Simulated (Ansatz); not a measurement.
In the program Ansatz at the r²SCAN level (PAW), Hf2B in the trigonal phase (R-3m; Hf on 6c, B on 3a) relaxes to a = 3.411 Å, c = 15.835 Å. Hf has 3 nearest neighbours from 2.35 Å (trigonal pyramidal); B has 6 nearest neighbours from 2.35 Å (octahedral). Against the elements it lies at -0.38 eV/atom, with no fitted shifts.

Electronic character: metallic (no gap).

Bader charges are Hf +1.16, B -2.32 e.

The start of the workflow was typed in or built on a structure type; neither database checked (COD, Materials Project) lists it. Whether it is the stable phase at ambient conditions was not checked. Symmetry was held in the r²SCAN relaxation; whether a distortion lowers the energy is not shown. The run is not spin-polarised. The volume moved by -21 % from the start of the relaxation. The references are the lowest solids computed at this level, not always the standard phases. Spin–orbit coupling is left out wherever it is not named.

Potentials: the earlier of the program's two PAW sets. The files were generated under PBE; for other functionals the program regenerates the frozen cores, and for LDA and PBEsol the local potential too.
